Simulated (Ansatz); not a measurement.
A geometry of CdAu away from equilibrium: step 10 of the relaxation of a generated trial cell of CdAu in the AFLOW prototype AB_tP8_136_g_f (as in BeO). The numbers are results of PBEsol (plane waves to 420 eV, PAW, scalar-relativistic; Ansatz, a first-principles code), not measurements. Γ-centred k-mesh 5×5×9 on the run's cell (coarser than for final values), Fermi–Dirac smearing 0.05 eV.

```xyz
8
Lattice="7.5083 0.0000 0.0000 0.0000 7.5083 0.0000 0.0000 0.0000 4.0738" Properties=species:S:1:pos:R:3:forces:R:3 pbc="T T T" free_energy=-84761.996 pressure_GPa=3.2
Au     2.8160     4.6923     0.0000    0.0081   -0.0081    0.0000
Au     6.5701     6.5701     2.0369    0.0081    0.0081    0.0000
Au     0.9382     0.9382     2.0369   -0.0081   -0.0081    0.0000
Au     4.6923     2.8160     0.0000   -0.0081    0.0081    0.0000
Cd     2.1011     2.1011     0.0000    0.0027    0.0027    0.0000
Cd     5.8552     1.6531     2.0369    0.0027   -0.0027    0.0000
Cd     1.6531     5.8552     2.0369   -0.0027    0.0027    0.0000
Cd     5.4072     5.4072     0.0000   -0.0027   -0.0027    0.0000
```

Positions in Å, forces in eV/Å, free energy of the cell in eV (comparable only within this code, potentials and settings). Largest force: 0.01 eV/Å, on Au1, Au2, Au3, Au4 (atoms numbered as listed); the geometry lies 0.23 eV/atom above the end of its relaxation.

No spin polarisation in the result.

The run could not lower the symmetry of its start; a shaken copy of this end point relaxes with PBEsol to P4/mbm (No. 127), 0.13 eV/atom lower.

The end of the path is a generated cell of CdAu: the first start was made by placing the elements on the sites of a structure type, and the end was not matched to a known phase here, so it may be hypothetical.
